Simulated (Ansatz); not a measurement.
A geometry of TiRh away from equilibrium: step 3 of the relaxation of a relaxed TiRh cell, doubled along one cell vector, shaken by Gaussian noise of σ = 0.08 Å a coordinate. Method: PBEsol (plane waves to 420 eV, PAW, scalar-relativistic; Ansatz, a quantum-chemistry and plane-wave program). Γ-centred k-mesh 4×7×12 on the run's cell (coarser than for final values), Fermi–Dirac smearing 0.05 eV. The plane waves were selected for a different cell earlier on the path.

```xyz
8
Lattice="9.2250 -0.1497 -0.0550 -0.0749 4.7654 -0.0019 -0.0159 -0.0011 2.7529" Properties=species:S:1:pos:R:3 pbc="T T T"
Rh     2.3230     0.3023     1.3456
Rh     6.9991    -0.1408     1.3386
Rh    -0.0892     1.9403     1.5637
Rh     4.5002     2.2824     1.2301
Ti     2.1762     2.7048     1.6013
Ti     6.8588     2.2708     1.3573
Ti     0.0556    -0.4480     0.1045
Ti     4.6708    -0.0850    -0.0676
```

### Question
Give the Cartesian forces on all atoms (eV/Å).

### Answer
| atom | Fx | Fy | Fz |
|---|---|---|---|
| Rh1 | 0.03 | 0.05 | -0.37 |
| Rh2 | -0.17 | 0.20 | 0.00 |
| Rh3 | 0.49 | -0.24 | 0.04 |
| Rh4 | -0.36 | -0.08 | -0.19 |
| Ti5 | 0.25 | 0.37 | 0.59 |
| Ti6 | -0.25 | 0.05 | -0.02 |
| Ti7 | 0.05 | -0.18 | 0.04 |
| Ti8 | -0.04 | -0.17 | -0.09 |

The path ends in Pbam (No. 55). No spin polarisation in the result.

Of the parent cell (P4/mmm (No. 123)): The first start was generated by a random draw of sites in a space group. A measured structure of TiRh has the same space group, P4/mmm (No. 123); the sites were not compared with it.

The end of the path is a generated cell of TiRh: the first start was made by a random draw of sites in a space group, and the end was not matched to a known phase here, so it may be hypothetical.
